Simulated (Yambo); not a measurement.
Yambo run on TiO₂ (rutile, space group P4_2/mnm, No. 136). The wavefunctions are LDA (pw.x of Quantum ESPRESSO, ONCV potentials, without SOC) ones on a 4×4×6 mesh (24 occupied bands); a = 4.5998 Å, b = 4.5998 Å, c = 2.9592 Å, α = 90.00°, β = 90.00°, γ = 90.00°.

Yambo input:

```
rim_cut
HF_and_locXC
RandQpts= 1000000
RandGvec= 1 Ry
EXXRLvcs= 84 Ry
VXCRLvcs= 336 Ry
% QPkrange
 1 | 1 | 24 | 25 |
 4 | 4 | 24 | 25 |
 9 | 9 | 24 | 25 |
 12 | 12 | 24 | 25 |
 21 | 21 | 24 | 25 |
 24 | 24 | 24 | 25 |
%
```

k points by index: 1 = Γ, 4 = Z, 9 = X, 12 = R, 21 = M, 24 = A.

The o-*.hf file then holds:

```
#    K-point    Band    Eo [eV]    Ehf [eV]    Vxc [eV]    Vnlxc [eV]
#
    1    24    0.000000    -4.828547    -20.16376    -24.99231
    1    25    1.803099    9.740827    -20.06721    -12.12948
    4    24    -1.444709    -6.641130    -19.42164    -24.61806
    4    25    2.947269    10.73601    -21.02331    -13.23456
    9    24    -0.750980    -5.772922    -19.44575    -24.46770
    9    25    2.465085    10.27837    -20.27837    -12.46508
    12    24    -1.052182    -6.115783    -19.33780    -24.40140
    12    25    1.840260    9.565623    -19.62000    -11.89464
    21    24    -1.103284    -5.937140    -20.13867    -24.97253
    21    25    1.839318    9.620518    -20.06574    -12.28454
    24    24    -0.684228    -5.633790    -20.13328    -25.08284
    24    25    2.553423    10.25045    -20.27059    -12.57356
```
Exchange alone, without screening.

Geometry of the Materials Project entry, not relaxed at this level.
